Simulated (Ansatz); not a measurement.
## Notes on Cu3BiS4

```
Bi S Cu
1.0
     0.00000    5.50208    0.00000
     5.50208    0.00000    0.00000
     2.75104    2.75104   -5.50208
Bi S Cu
1 4 3
Direct
  0.00000 0.00000 0.00000
  0.37500 0.37500 0.75000
  0.62500 0.12500 0.25000
  0.87500 0.87500 0.75000
  0.12500 0.62500 0.25000
  0.75000 0.25000 0.50000
  0.25000 0.75000 0.50000
  0.50000 0.50000 0.00000
```

Method: r2SCAN, no spin polarisation; PAW, plane waves to 500 eV, 7×7×7 Γ-centred mesh, fermi-dirac occupations (width 0.1 eV) (Ansatz 0.2.0), atoms fixed.

Formation energy: -0.14 eV an atom against the elements' usual phases (free molecules for gases, crystals otherwise, with no correction for O₂ or N₂), so it is bound against them; other compounds may still compete. Relaxing would lower it.
Charges: Bader charges in e: Cu +0.57, Bi +1.45, S -0.79. In the mean Bi gives up most and S takes most.
Electronic structure: It is a metal, with about 0.84 states/eV a cell as the mean within 0.25 eV of the Fermi level, mostly S p (50 %) and Cu d (38 %).
Stress: The pressure is 1.7 GPa (compression positive), so with the atoms held at these fractions the cell would first expand; the forces are large, so a full relaxation may end otherwise.

Origin: a known structure type with other elements, at an estimated volume, so it need not be a known compound. Caveats: atoms or cell far from equilibrium.
